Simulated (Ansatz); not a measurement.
## Structure relaxation, Si$_{2}$Mo

The start is a generated cell, Si2Mo placed in the AFLOW prototype A2B_cF24_227_d_a (C15, as in MgCu2). The cell and all atomic positions are relaxed at zero pressure with PBEsol (plane waves to 420 eV, PAW, scalar-relativistic; Ansatz, a first-principles code). The first steps use a coarse 6×6×6 k-mesh.

Initial structure:
```
Si2Mo
1.0
    0.00000     3.47430     3.47430
    3.47430     0.00000     3.47430
    3.47430     3.47430     0.00000
Si Mo
4 2
Direct
  0.12500   0.12500   0.12500
  0.62500   0.12500   0.12500
  0.12500   0.62500   0.12500
  0.12500   0.12500   0.62500
  0.75000   0.75000   0.75000
  0.50000   0.50000   0.50000
```

How large is the pressure on the unrelaxed cell, and of which sign?

-13 GPa (negative: the cell is under tension).

By how much does the energy per atom fall from start to end?

0.04 eV/atom.

How does the volume per atom move from start to end?

-7.3 %, from 13.98 to 12.96 Å³/atom.

How do the shortest distances between atoms change?

The closest pairs of elements (up to four, under 3.6 Å), start → end: Si–Si 2.46 → 2.40 Å; Mo–Si 2.88 → 2.81 Å; Mo–Mo 3.01 → 2.93 Å.

Give the final cell and atomic positions.


```cif
data_Mo8Si16
_chemical_formula_sum 'Si16 Mo8'
_space_group_name_H-M_alt 'Fd-3m :1'
_space_group_IT_number 227
_space_group_name_Hall 'F 4d 2 3 -1d'
_cell_length_a 6.77484
_cell_length_b 6.77484
_cell_length_c 6.77484
_cell_angle_alpha 90.000
_cell_angle_beta 90.000
_cell_angle_gamma 90.000
loop_
_atom_site_label
_atom_site_type_symbol
_atom_site_symmetry_multiplicity
_atom_site_Wyckoff_symbol
_atom_site_fract_x
_atom_site_fract_y
_atom_site_fract_z
_atom_site_occupancy
Si1 Si 16 d 0.62500 0.62500 0.62500 1
Mo1 Mo 8 a 0.00000 0.00000 0.00000 1
```
(The calculation used a cell of 6 atoms; values per cell refer to that cell.)

The space group stays Fd-3m (No. 227) (the run could not lower it); the end is cubic Laves (MgCu2 type), with 6 atoms in the primitive cell. Final values are on a 12×12×12 k-mesh of the relaxed cell. No spin polarisation in the result.

The run could not lose the symmetry of its start, so the end can be a saddle point.

All atoms sit on sites fixed by symmetry, so only the cell could relax.

The relaxed structure here is a generated cell of Si2Mo: the first start was made by placing the elements on the sites of a structure type, and the end was not matched to a known phase here, so it may be hypothetical. Known forms of Si2Mo include space group No. 139.
